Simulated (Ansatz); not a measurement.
SnSe2:
```
CELL_PARAMETERS angstrom
      6.56639     0.00000     0.00000
      0.00000     6.56639     0.00000
      0.00000     0.00000     4.02205
ATOMIC_POSITIONS crystal
  Sn 0.00000 0.00000 0.00000
  Sn 0.50000 0.50000 0.50000
  Se 0.30690 0.30690 0.00000
  Se 0.80690 0.19310 0.50000
  Se 0.19310 0.80690 0.50000
  Se 0.69310 0.69310 0.00000
```

Relaxed with PBE. Special points in fractions of this cell's reciprocal vectors: Γ (0.000, 0.000, 0.000); X (0.000, 0.500, 0.000); M (0.500, 0.500, 0.000); Z (0.000, 0.000, 0.500); R (0.000, 0.500, 0.500); A (0.500, 0.500, 0.500).

**Question.** List the band energies nearest the Fermi level at these points for PBE (plane waves, PAW; program Ansatz).

**Answer.** In eV from the Fermi level; about four levels below and three above (degenerate sets whole), none deeper than 8.9 eV; points with the same levels are listed once.

```json
[
 {"k": "Γ", "below": "-0.98 -0.98 -0.36 -0.36", "above": "0.31 1.26 2.40 2.40"},
 {"k": "X", "below": "-0.87 -0.87 -0.55 -0.55", "above": "0.47 0.47 3.09 3.09"},
 {"k": "M", "below": "-1.04 -1.04 -0.97 -0.97", "above": "0.50 0.50 3.50 3.50"},
 {"k": "Z", "below": "-1.26 -1.26 -1.19 -1.19", "above": "0.77 0.77 4.52 4.52"},
 {"k": "R", "below": "-0.77 -0.77 -0.77 -0.77", "above": "1.35 1.35 2.04 2.04"},
 {"k": "A", "below": "-0.90 -0.90 -0.64 -0.64", "above": "0.26 0.26 4.23 4.23"}
]
```

Space group P4_2/mnm (rutile). A made-up cell: these elements were put on the sites of a structure type; neither database checked (COD, Materials Project) lists it. COD files the formula under space group No. 164, 217, so this cell is another polymorph or a model. Its standing as an ambient phase is unchecked. The cell was relaxed with PBE under the symmetry of its start; whether a distortion lowers the energy is not shown. Spin–orbit coupling is left out wherever it is not named.

Potentials: the later of the program's two PAW sets.
